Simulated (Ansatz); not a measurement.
**TlGe$_{2}$: relaxation of cell and atoms**

Method: DFT, r2SCAN, PAW with Ansatz's default frozen-core files, scalar-relativistic in Ansatz 0.2.0.

Command: `ansatz run input.yaml --threads 1 --pin off --max-ram 3072MiB --backend cpu --events-out ev --progress --plain --runs-dir out` The run took 40 s on 1 thread of Intel(R) Xeon(R) 6975P-C (Granite Rapids), with other jobs on the host, peak memory 0.69 GiB.

```yaml
crystal:
  lattice:
    - [4.3166550819, 0.0, 0.0]
    - [-2.1583275409, 3.7383329603, 0.0]
    - [0.0, 0.0, 4.74832059]
  atoms:
    - { symbol: Tl, position: [0.0, 0.0, 0.0] }
    - { symbol: Ge, position: [0.3333333333, 0.6666666667, 0.5] }
    - { symbol: Ge, position: [0.6666666667, 0.3333333333, 0.5] }
kpoints:
  mp_grid: { grid: [10, 10, 8] }
scf:
  occupations: { method: fermi_dirac, width: 0.03 }
hamiltonian:
  xc: r2scan
  pseudopotentials: { kind: paw }
output:
  forces: true
  stress: true
  write_density: true
  write_potential: true
  elf: true
  volumetric_format: npy
relax:
  f_tol: 0.005
  max_steps: 80
  cell: {}
```

No spin–orbit coupling, which matters for the heavy atoms here.

The cell is built from the AlB2 type as a first guess.

The cutoff is 500 eV; energies and pressures of the walk include the program's estimate of the Pulay term. The PAW files were made with PBE; their cores are remade for this functional.

Each frame lists the cell vectors (Å), then Cartesian positions (Å); symmetry keeps all forces zero. Free energies count from the first step, -20063.4113 eV.

The walk took 6 evaluations in all; steps that aren't listed are left out.

Step 1: E = 0.0 meV, P = 0.80 GPa

```
cell 4.3167 0.0000 0.0000 -2.1583 3.7383 0.0000 0.0000 0.0000 4.7483
Tl    0.0000    0.0000    0.0000
Ge    0.0000    2.4922    2.3742
Ge    2.1583    1.2461    2.3742
```

Step 2:

```
cell 4.3311 0.0000 0.0000 -2.1656 3.7508 0.0000 0.0000 0.0000 4.7893
Tl    0.0000    0.0000    0.0000
Ge    0.0000    2.5006    2.3947
Ge    2.1656    1.2503    2.3947
```

Step 3: E = -5.0 meV, P = -0.08 GPa

```
cell 4.3339 0.0000 0.0000 -2.1670 3.7533 0.0000 0.0000 0.0000 4.8360
Tl    0.0000    0.0000    0.0000
Ge    0.0000    2.5022    2.4180
Ge    2.1670    1.2511    2.4180
```

Step 4: E = -5.7 meV, P = 0.02 GPa

```
cell 4.3197 0.0000 0.0000 -2.1599 3.7410 0.0000 0.0000 0.0000 4.8762
Tl    0.0000    0.0000    0.0000
Ge    0.0000    2.4940    2.4381
Ge    2.1599    1.2470    2.4381
```

**Question.** Give the energy, pressure of step 2.

**Answer.** E = -3.9 meV, P = 0.24 GPa
```
Tl    0.0000    0.0000    0.0000
Ge    0.0000    2.5006    2.3947
Ge    2.1656    1.2503    2.3947
```

**Question.** How does the relaxation end?

**Answer.** It converges, with a = 4.313 Å, b = 4.313 Å, c = 4.905 Å, α = 90.00°, β = 90.00°, γ = 120.00° (conventional cell, space group P6/mmm). The last solve (on a basis chosen afresh for the final cell, so its energy is not quite comparable) gives E = -6.3 meV, P = 0.01 GPa:
```
cell 4.3133 0.0000 0.0000 -2.1566 3.7354 0.0000 0.0000 0.0000 4.9052
Tl    0.0000    0.0000    0.0000
Ge    0.0000    2.4903    2.4526
Ge    2.1566    1.2451    2.4526
```
